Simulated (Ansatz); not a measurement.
Magnetic orders of Be3V

All numbers below come from DFT PBE, scalar-relativistic, plane waves, PAW in Ansatz.

```xyz
4
Lattice="0.0000 2.6684 2.6684 2.6684 0.0000 2.6684 2.6684 2.6684 0.0000" Properties=species:S:1:pos:R:3 pbc="T T T"
Be    1.3342    1.3342    1.3342
Be    4.0026    4.0026    4.0026
Be    2.6684    2.6684    2.6684
V     0.0000    0.0000    0.0000
```

| Property | Result |
| --- | --- |
| plane-wave cutoff | 420 eV |
| Γ-centred k-mesh | 14×14×14 |
| occupation rule | Gaussian smearing, 0.1 eV |
| list of starting moments (μB, in atom order) | 0 0 0 2 |
| check for lower electronic states after the SCF | off |

Each order was relaxed in cell and atoms. A propagation vector, in units of the reciprocal vectors, doubles the cell, which takes an equally dense mesh. Site moments are spin moments in atom-centred spheres that scale with the neighbour distance. The states are those that the runs reached from these starts; a lower one can exist.

```csv
start,ends,energy above lowest (meV/atom),site moments (μB),gap on mesh (eV),volume (Å³/atom)
no spin,non-magnetic,5.52,none over 0.05,metal,9.42
ferromagnetic,ferromagnetic,4.91,V +0.75,metal,9.50
"antiferromagnetic, doubled cell, propagation vector (0, 1/2, 1/2)",antiferromagnetic,0.00,"V +0.72, V -0.72",metal,9.49
```

Cost: 3 runs of about 4.1 core-minutes in all, on Arm Neoverse V1 (shared hosts).